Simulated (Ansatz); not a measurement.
Consider the following.

BaHfO$_{3}$:
```
BaHfO3
1.0
    4.17718     0.00000     0.00000
    0.00000     4.17718     0.00000
    0.00000     0.00000     4.17718
Ba Hf O
1 1 3
Direct
  0.00000   0.00000   0.00000
  0.50000   0.50000   0.50000
  0.00000   0.50000   0.50000
  0.50000   0.50000   0.00000
  0.50000   0.00000   0.50000
```

This is the r²SCAN-relaxed structure.

Question: All from the program Ansatz at the r²SCAN level (PAW), unless another level is named. Estimate the vibrational entropy at 300 K.

Answer: 25.9 J/(K·mol of atoms).

Question: Next, the bulk modulus (Birch–Murnaghan fit)?

Answer: 171 GPa.

Question: Predict the highest zone-centre frequency (without LO–TO term).

Answer: 519 cm⁻¹.

Space group Pm-3m (cubic perovskite). Symmetry was held in the r²SCAN relaxation; phonons on a q-mesh show no instability. No spin polarisation was allowed. Spin–orbit coupling is left out wherever it is not named.

Potentials: the later of the program's two PAW sets.
